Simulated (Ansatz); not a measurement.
Relaxed CuI (zinc blende):

```yaml
crystal:
  lattice:
    - [0.00000, 2.96965, 2.96965]
    - [2.96965, 0.00000, 2.96965]
    - [2.96965, 2.96965, 0.00000]
  atoms:
    - { symbol: I, position: [0.75000, 0.75000, 0.75000] }
    - { symbol: Cu, position: [0.00000, 0.00000, 0.00000] }
```

In this cell atom 2 (Cu, nearest neighbour I at 2.572 Å; its periodic images, 4.2 Å or more away, move with it) is moved by s along Cartesian z, unit vector (0.000, 0.000, 1.000); all other atoms and the cell stay fixed.

These are PBEsol (plane waves to 420 eV, PAW, scalar-relativistic; Ansatz, a program for electronic structure) values and carry that method's errors. k mesh 8×8×8 (Γ-centred), Fermi-Dirac smearing 0.05 eV. E stands for the smeared free energy. CuI is run without spin polarisation. CuI was relaxed with its symmetry unable to fall. Spin-orbit coupling is left out, though I is heavy. ΔE is measured from the undisplaced structure.

```csv
s (Å),ΔE (meV/cell)
-0.260,withheld
-0.208,70.5
-0.156,39.6
-0.104,17.6
-0.052,4.4
0.000,0.0
0.052,4.4
0.104,17.6
0.156,39.6
0.208,70.5
0.260,withheld
```

**Question.** Fit an even polynomial form (powers 2, 4) to the given rows and predict ΔE at s = -0.260.

**Answer.** Least squares on the 9 given rows: ΔE = (1625)·s² + (99.56)·s⁴, in meV/cell with s in Å; root-mean-square residual 0.01 meV/cell. At -0.260 the fit gives 110.3 meV/cell; the calculation gives 110.2 meV/cell, so the extrapolation is off by 0.1 (+0.1 %). The quadratic term alone would give 109.9 meV/cell.

(For displaced atoms, the force is minus the slope of the energy, and its curvature is a force constant, which sets phonon frequencies.)
